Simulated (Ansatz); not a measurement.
## Profile along the Ir–Ir line in Ir (fcc, Cu type)

Ir (fcc, Cu type)

```
CELL_PARAMETERS angstrom
      0.00000     1.93527     1.93527
      1.93527     0.00000     1.93527
      1.93527     1.93527     0.00000
ATOMIC_POSITIONS crystal
  Ir 0.00000 0.00000 0.00000
```

Fields along a shortest Ir–Ir line of a {100} plane (2.74 Å), from Ir to Ir, interpolated on the slice's grid (step about 0.1 Å). Computed with PBE (plane waves to 420 eV, PAW, scalar-relativistic; Ansatz, a first-principles code). k mesh 21×21×21. These are valence fields of a PAW run, semicore shells included where kept as valence: close to a nucleus they are smooth pseudo fields. Ir is run without spin polarisation. Ir was relaxed with its symmetry unable to fall. Spin-orbit coupling is left out, though Ir is heavy. The PAW data are Ansatz's earlier set.

| distance from Ir (Å) | valence electron density (e/Å³) | electron localisation function |
|---|---|---|
| 0.00 | 9.89 | x |
| 0.14 | 9.69 | x |
| 0.27 | 9.02 | x |
| 0.41 | 7.63 | x |
| 0.55 | 5.62 | 0.58 |
| 0.69 | 3.49 | 0.54 |
| 0.82 | 1.82 | 0.44 |
| 0.96 | 0.95 | 0.34 |
| 1.10 | 0.61 | 0.30 |
| 1.23 | 0.47 | 0.33 |
| 1.37 | 0.43 | 0.36 |
| 1.51 | 0.47 | 0.33 |
| 1.64 | 0.61 | 0.30 |
| 1.78 | 0.95 | 0.34 |
| 1.92 | 1.82 | 0.44 |
| 2.06 | 3.49 | 0.54 |
| 2.19 | 5.62 | 0.58 |
| 2.33 | 7.63 | x |
| 2.47 | 9.02 | x |
| 2.60 | 9.69 | x |
| 2.74 | 9.89 | x |

x: too close to a nucleus for the ELF to mean much.

Density on the Ir–Ir line (2.74 Å) at its midpoint: 0.43 e/Å³. ELF at that point: 0.36.
